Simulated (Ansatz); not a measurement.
An Ansatz (a first-principles code) run. Input:

Ansatz 0.2 input:
```yaml
crystal:
  lattice:
    - [1.437749198, 0.8300848865, 4.7179236894]
    - [-1.437749198, 0.8300848865, 4.7179236894]
    - [0.0, -1.660169773, 4.7179236894]
  atoms:
    - { symbol: Ge, position: [0.0, 0.0, 0.0] }
    - { symbol: Si, position: [0.5, 0.5, 0.5] }
kpoints:
  mp_grid: { grid: [12, 12, 12] }
  band_path:
    path:
      - [[0.0, 0.0, 0.0], [0.5, 0.5, 0.5], [0.8126960783, 0.1873039217, 0.5]]  # Γ-T-H_2
      - [[0.5, -0.1873039217, 0.1873039217], [0.5, 0.0, 0.0], [0.0, 0.0, 0.0], [0.3436519608, -0.3436519608, 0.0]]  # H_0-L-Γ-S_0
      - [[0.6563480392, 0.0, 0.3436519608], [0.5, 0.0, 0.5], [0.0, 0.0, 0.0]]  # S_2-F-Γ
    npoints: 10
hamiltonian:
  xc: r2scan
  pseudopotentials: { azcp: { folder: ./paw }, kind: paw_fr }
magnetization: { noncollinear: true, spin_orbit: true }
scf:
  n_extra_bands: 12
  convergence: { dr2_threshold: 0.0000000001 }
  occupations: { method: gaussian, width: 0.05 }
output: { eigenvalues: true }
```

Output (shortened):

```
basis.fft_grid_basis auto: the FFT boxes are laid along the combinations [[1, 0, -1], [0, 1, -1], [0, 0, 1]] of the cell's own vectors, 2.875, 2.875 and 5.001 …
Pseudopotential: Ge, paw, valence charge 14
Pseudopotential: Si, paw, valence charge 4
Functional definition: r2SCAN
non-collinear run that drives no moment, with spin-orbit …
Crystal: 2 atoms, lattice volume = 33.784 Å³
Basis set: ecut = 500 eV, 845 PW (Γ), FFT grids on a1−a3, a2−a3, a3, exchange–correlation on 96×96×160 points (64 copies of the dense FFT grid, shifted against one another)
Bands: 30, of which v1, the nominal top of the filled ones, is band 18 counted from 1 (17 counted from 0)
Symmetry: 12 space group operations + 12 with time reversal
k-points: 189 of 1728
Projection manifold: j_resolved (fully-relativistic pseudo-atomic orbitals)
iter 1 solved again at ethr=6.32e-4 eV; its pass at ethr=3.10e-3 eV (dr2=1.14e-1 eV) is discarded
SCF iter   1: F=—  HF=-4937.515185 eV  |F-HF|=—  |Δ(HF+E_count)|=         —  Δρ=1.83e-2  dr2=1.17e-1  dr2_τ=4.88e-4  dr2_m=0.00e0 (ungated)  ethr=6.32e-4  |M|=0.00e0 ∫|m|=0.00e0 μB  |m|>n=0.0e0 m-floor=0.0e0 τ_xc=0.0e0  β_m=0.30  ⟨swp⟩=2.0  Hψ=22237  notcnv=0
preconditioner: auto → none
SCF iter   2: F=—  HF=-4937.528239 eV  |F-HF|=—  |Δ(HF+E_count)|=   1.31e-2  Δρ=1.46e-2  dr2=7.77e-2  dr2_τ=8.08e-5  dr2_m=0.00e0 (ungated)  ethr=6.32e-4  |M|=0.00e0 ∫|m|=0.00e0 μB  |m|>n=0.0e0 m-floor=0.0e0 τ_xc=0.0e0  β_m=0.54  ⟨swp⟩=2.0  Hψ=3978  notcnv=0
SCF iter   3: F=—  HF=-4937.529073 eV  |F-HF|=—  |Δ(HF+E_count)|=   8.35e-4  Δρ=3.52e-3  dr2=5.19e-3  dr2_τ=8.02e-6  dr2_m=0.00e0 (ungated)  ethr=4.31e-4  |M|=0.00e0 ∫|m|=0.00e0 μB  |m|>n=0.0e0 m-floor=0.0e0 τ_xc=0.0e0  β_m=0.55  ⟨swp⟩=3.0  Hψ=4793  notcnv=0  defer=2
SCF iter   4: F=—  HF=-4937.528506 eV  |F-HF|=—  |Δ(HF+E_count)|=   5.68e-4  Δρ=1.11e-3  dr2=6.99e-4  dr2_τ=1.27e-6  dr2_m=0.00e0 (ungated)  ethr=2.88e-5  |M|=0.00e0 ∫|m|=0.00e0 μB  |m|>n=0.0e0 m-floor=0.0e0 τ_xc=0.0e0  β_m=0.53  ⟨swp⟩=2.0  Hψ=5261  notcnv=0
SCF iter   5: F=—  HF=-4937.528753 eV  |F-HF|=—  |Δ(HF+E_count)|=   2.47e-4  Δρ=4.95e-4  dr2=4.84e-5  dr2_τ=2.00e-7  dr2_m=0.00e0 (ungated)  ethr=3.89e-6  |M|=0.00e0 ∫|m|=0.00e0 μB  |m|>n=0.0e0 m-floor=0.0e0 τ_xc=0.0e0  β_m=0.76  ⟨swp⟩=2.1  Hψ=3444  notcnv=0
SCF iter   6: F=—  HF=-4937.528951 eV  |F-HF|=—  |Δ(HF+E_count)|=   1.98e-4  Δρ=1.37e-4  dr2=6.17e-6  dr2_τ=1.89e-8  dr2_m=0.00e0 (ungated)  ethr=2.69e-7  |M|=0.00e0 ∫|m|=0.00e0 μB  |m|>n=0.0e0 m-floor=0.0e0 τ_xc=0.0e0  β_m=0.70  ⟨swp⟩=2.9  Hψ=4506  notcnv=0
SCF iter   7: F=—  HF=-4937.528946 eV  |F-HF|=—  |Δ(HF+E_count)|=   4.38e-6  Δρ=3.59e-5  dr2=4.98e-7  dr2_τ=7.86e-10  dr2_m=0.00e0 (ungated)  ethr=3.43e-8  |M|=0.00e0 ∫|m|=0.00e0 μB  |m|>n=0.0e0 m-floor=0.0e0 τ_xc=0.0e0  β_m=0.72  ⟨swp⟩=2.0  Hψ=4403  notcnv=0
SCF iter   8: F=—  HF=-4937.528947 eV  |F-HF|=—  |Δ(HF+E_count)|=   7.32e-7  Δρ=6.84e-6  dr2=2.26e-8  dr2_τ=2.01e-11  dr2_m=0.00e0 (ungated)  ethr=2.77e-9  |M|=0.00e0 ∫|m|=0.00e0 μB  |m|>n=0.0e0 m-floor=0.0e0 τ_xc=0.0e0  β_m=0.82  ⟨swp⟩=2.0  Hψ=3573  notcnv=0
SCF iter  10: F=-4937.528947 eV  HF=-4937.528947 eV  |F-HF|=1.27e-11  |Δ(HF+E_count)|=   3.61e-9  Δρ=1.38e-7  dr2=6.04e-12  dr2_τ=1.35e-14  dr2_m=0.00e0 (ungated)  ethr=1.00e-12  |M|=0.00e0 ∫|m|=0.00e0 μB  |m|>n=0.0e0 m-floor=0.0e0 τ_xc=0.0e0  ⟨swp⟩=1.8  Hψ=7900  notcnv=0
SCF 1 converged in 10 iterations: F = -4937.528947 eV  dr2 = 6.04e-12
NSCF: frozen V_eff on 73 k-points
SCF converged after 10 iterations
Magnetization: |M| = 0.0000 μB,  M = (+0.0000, +0.0000, +0.0000) μB
Absolute magnetization: 0.0000 μB (∫|m|)
  site 0: m = (+0.0000, +0.0000, +0.0000) μB, |m| = 0.0000 μB  (R = 1.19 Å)
  site 1: m = (+0.0000, +0.0000, +0.0000) μB, |m| = 0.0000 μB  (R = 1.19 Å)
Free energy (F): -4937.528947 eV
Harris-Foulkes:  -4937.528947 eV  (|F-HF|=1.27e-11)
Internal energy: -4937.527344 eV  (E = F + TS)
E sigma→0 (E₀):  -4937.528146 eV
Entropy (-TS):   -0.001603 eV (-0.801 meV/atom)
Fermi energy:    10.823717 eV
--- Per-component energies (eV) ---
  E_band       = -107.234377
  E_kinetic    = 131.533418
  E_local      = -2300.371155  (includes V_loc(G=0)·N_el)
  E_nonlocal   = 236.438819
  E_hartree    = 1117.545345
  E_xc         = -119.042479
  E_vxc        = -120.725718  (∫ρ·V_xc dr)
  E_paw        = -2536.533227  (= ΣΔE_a)
  E_vpaw       = -295.347846  (= ΣTr[D̂ρ^β])
  E_aug_tail   = 0.000012  (compensation charges beyond the density's cutoff)
  E_vtau       = 6.147347  (kinetic-family band-sum trace: ∫τ·v_τ [+ j·A + Jᵃ·Aᵃ] dr)
  E_ewald      = -1465.951892
  E_core_change = -1.146186  (= ΣΔE_core)
  E_smearing   = -0.001603  (= −TS)
  E_closure    = 0.000000  (closes the sum)
  Σ components = -4937.528947   (vs F -4937.528947, Δ=0.00e0)
  [band-id]    e_kinetic+e_local+e_nonlocal+2·e_hartree+e_vxc+e_vpaw+e_augmentation_tail+e_vtau = -107.234433   (vs E_band -107.234377, Δ=-5.57e-5)
--- Band table (eV; the first three rows and the last of 189) ---
  k-point 0: bands = ["-15.1024", "-15.1024", "-15.0777", "-15.0777", "-14.5338", "-14.5338", "-14.5050", "-14.5050", "-14.4634", "-14.4634", "-3.7120", "-3.7120", "2.6754", "2.6754", "4.2033", "4.2033", "18.6832", "18.6832", "18.8284", "18.8284", "20.9356", …
  k-point 1: bands = ["-15.1002", "-15.1002", "-15.0766", "-15.0766", "-14.5305", "-14.5305", "-14.5034", "-14.5034", "-14.4655", "-14.4655", "-3.5311", "-3.5311", "2.7563", "2.7563", "4.4749", "4.4749", "16.9944", "16.9944", "18.1907", "18.1907", "19.5748", …
  k-point 2: bands = ["-15.0953", "-15.0953", "-15.0735", "-15.0735", "-14.5235", "-14.5235", "-14.4972", "-14.4972", "-14.4696", "-14.4696", "-2.9883", "-2.9883", "3.0472", "3.0472", "5.2374", "5.2374", "13.9472", "13.9472", "16.8590", "16.8590", "17.1958", …
  k-point 188: bands = ["-15.1024", "-15.1024", "-15.0767", "-15.0767", "-14.5338", "-14.5338", "-14.5038", "-14.5038", "-14.4633", "-14.4633", "-2.3067", "-2.3067", "-1.5343", "-1.5343", "11.9696", "11.9696", "12.0711", "12.0711", "19.2965", "19.2965", …
```

Cost: about 90 core-seconds (a rough figure) on shared cores.

Space group R-3m. The start of the workflow was typed in or built on a structure type; neither database checked (COD, Materials Project) lists it. Whether it is the stable phase at ambient conditions was not checked. Symmetry was held in the r²SCAN relaxation; whether a distortion lowers the energy is not shown. Its formation energy is positive at this level, so the cell may be metastable or incomplete.

Potentials: the earlier of the program's two PAW sets.

Ansatz is a plane-wave DFT program.
